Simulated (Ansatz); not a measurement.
Relax this structure to zero stress and force, keeping its symmetry:

```yaml
crystal:
  lattice:
    - [3.66282, 0.00000, 0.00000]
    - [-1.83141, 3.17210, 0.00000]
    - [0.00000, 0.00000, 5.19492]
  atoms:
    - { symbol: Co, position: [0.00000, 0.00000, 0.50000] }
    - { symbol: Ni, position: [0.00000, 0.00000, 0.00000] }
    - { symbol: Se, position: [0.33333, 0.66667, 0.26282] }
    - { symbol: Se, position: [0.66667, 0.33333, 0.73718] }
```

Level of theory: DFT LDA, scalar-relativistic, plane waves, PAW (Ansatz).

Settings: cutoff 420 eV, Γ-centred mesh 15×15×8 on the computed 4-atom cell, Gaussian smearing of 0.10 eV; no spin polarisation.

Task: What does it relax to?

Result: The volume decreases by 1.14 Å³/atom to 13.95 Å³/atom, and the energy falls by 39.8 meV/atom. Final structure:
```
Co Ni Se
1.0
     3.58152    0.00000    0.00000
    -1.79076    3.10169    0.00000
     0.00000    0.00000    5.02370
Co Ni Se
1 1 2
Direct
  0.00000 0.00000 0.50000
  0.00000 0.00000 0.00000
  0.33333 0.66667 0.26184
  0.66667 0.33333 0.73816
```

Spin polarisation was left out, and a magnetic state may lie lower.

Cost: 1 run of about 3.4 core-minutes, on Intel Xeon Platinum 8488C (Sapphire Rapids) (shared hosts).